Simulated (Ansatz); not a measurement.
**Stress against strain in Sn**

```yaml
crystal:
  lattice:
    - [-2.91585, 2.91585, 1.59065]
    - [2.91585, -2.91585, 1.59065]
    - [2.91585, 2.91585, -1.59065]
  atoms:
    - { symbol: Sn, position: [0.00000, 0.00000, 0.00000] }
    - { symbol: Sn, position: [0.75000, 0.25000, 0.50000] }
```

Atoms are numbered in the order listed.

The cell is COD entry 1534488, as deposited and not checked against the literature; nothing was relaxed.

Spin–orbit coupling is left out, though it moves levels of the heavy atoms by tenths of an eV or more.

The calculation used DFT, LDA, all-electron LAPW, scalar-relativistic in Ansatz 0.2.0.

Settings: a Γ-centred 15×15×15 k mesh, Fermi–Dirac smearing of 0.05 eV, basis error target 0.5 meV/atom, no spin polarisation.

The strain is applied along the Cartesian axes of the cell as listed (the other components stay zero). Fractional coordinates are held (clamped ions).

σ is the change of stress from the unstrained cell, which is at -1.78 GPa; tension is positive, so slopes are stress–strain coefficients at that pressure. In a metal the k mesh adds noise.

Only quantities that a quadratic follows smoothly over the whole series are listed; rougher ones are left out.

```
    εzz  σzz (GPa)  σxx (GPa)
-0.0300      -3.01      -1.00
-0.0100      -0.80      -0.37
 0.0000       0.00       0.00
 0.0100       0.69       0.37
 0.0200       1.31       0.71
 0.0300       1.86       1.02
```

(1) Fit the series and read off the stiffness at zero strain.

(2) One run, at εzz = -0.0200, is withheld. Predict its row.

Results:

(1) Least-squares fits y = p0 + p1 x + p2 x² to the rows give σzz (GPa): p1 = 80.2, p2 = -650; σxx (GPa): p1 = 34.2, p2 = 12. So C33 = 80 GPa and C13 = 34 GPa, for these axes.

(2) The fits give -1.86, -0.68; the run gave -1.78, -0.71.
